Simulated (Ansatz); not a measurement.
# Br (solid)

Computed with Ansatz (plane waves, PAW, 420 eV cutoff): PBE with spin–orbit coupling, two-component spinors, 6×6×4 k-mesh, Gaussian smearing of 0.05 eV. The datasets are Ansatz's generated set soft_2.

```
Br
1.0
     4.30711   -2.13441    0.00000
     4.30711    2.13441    0.00000
     0.00000    0.00000    8.72885
Br
4
Direct
  0.85858 0.14142 0.11851
  0.14142 0.85858 0.88149
  0.35858 0.64142 0.38149
  0.64142 0.35858 0.61851
```

The database's entry of this formula in the relaxed cell's space group, Cmce, has axes of 4.493 × 6.598 × 8.701 Å and 32.25 Å³/atom (1984), the relaxed one 4.269 × 8.614 × 8.729 Å and 40.12.

**Question.** Which orbitals make up the states within about 0.6 eV of each band edge?

**Answer.** Valence edge: Br 4p 99 %. Conduction edge: Br 4p 96 %. Shares are among the projected shells; the gap is 1.31 eV.

Density of states (tetrahedra, averaged over 0.4 eV; states/eV per cell of 4 atoms; energy in eV from the Fermi level; projections on Löwdin-orthogonalised atomic orbitals, summed over sites):

```csv
E,total,Br 4p,Br 4s
-5.65,2.3,2.2,0.1
-5.25,4.9,4.6,0.2
-4.85,1.9,1.8,0.1
-4.45,0.9,0.8,0.1
-4.05,0.1,0.1,0.0
-3.65,3.3,3.2,0.0
-3.25,5.8,5.7,0.1
-2.85,8.1,8.0,0.0
-2.45,2.8,2.7,0.0
-2.05,1.7,1.7,0.0
-1.65,5.8,5.7,0.1
-1.25,6.6,6.5,0.0
-0.85,5.9,5.8,0.0
-0.45,0.0,0.0,0.0
-0.05,0.0,0.0,0.0
0.35,0.0,0.0,0.0
0.75,1.5,1.4,0.1
1.15,4.2,4.0,0.1
1.55,4.3,4.1,0.1
1.95,0.0,0.0,0.0
2.35,0.0,0.0,0.0
2.75,0.0,0.0,0.0
3.15,0.0,0.0,0.0
3.55,0.0,0.0,0.0
3.95,0.0,0.0,0.0
4.35,0.0,0.0,0.0
4.75,0.1,0.0,0.0
5.15,0.4,0.0,0.0
```

Kohn–Sham gaps of semilocal functionals lie under measured ones, often by a third or more. The structure is built of weakly bound molecules, and this functional has no dispersion term, so their spacing and all that hangs on it (volume, the soft elastic constants, low modes, dielectric constants) are poorly given.
